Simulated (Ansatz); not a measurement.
AlRh (CsCl type, Pm-3m) under volume change, r²SCAN in the plane-wave PAW code Ansatz, scaled uniformly.

```json
[
 {"V (Å³/atom)": "12.005", "E − E(relaxed) (meV/atom)": "85.1", "P (GPa)": "25.04"},
 {"V (Å³/atom)": "12.401", "E − E(relaxed) (meV/atom)": "(withheld)", "P (GPa)": "(withheld)"},
 {"V (Å³/atom)": "12.797", "E − E(relaxed) (meV/atom)": "8.4", "P (GPa)": "7.01"},
 {"V (Å³/atom)": "13.193", "E − E(relaxed) (meV/atom)": "0.0", "P (GPa)": "0.00"},
 {"V (Å³/atom)": "13.588", "E − E(relaxed) (meV/atom)": "(withheld)", "P (GPa)": "(withheld)"},
 {"V (Å³/atom)": "13.984", "E − E(relaxed) (meV/atom)": "28.6", "P (GPa)": "-10.97"},
 {"V (Å³/atom)": "14.380", "E − E(relaxed) (meV/atom)": "61.1", "P (GPa)": "-15.22"}
]
```

Fill in the missing entries.


- 13.588, E − E(relaxed) (meV/atom): 7.5
- 13.588, P (GPa): -5.94
- 12.401, E − E(relaxed) (meV/atom): 35.7
- 12.401, P (GPa): 15.28

What does a third-order Birch–Murnaghan fit give for V₀, B₀ and B′?

V₀ = 13.19 Å³/atom, B₀ = 215 GPa, B′ = 4.5.

The cell is a constructed one: a structure type filled with these elements; the Crystallography Open Database copy checked does not list it. Whether it is the stable phase at ambient conditions was not checked. Symmetry was held in the r²SCAN relaxation; whether a distortion lowers the energy is not shown. The run is not spin-polarised.

Potentials: the earlier of the program's two PAW sets.
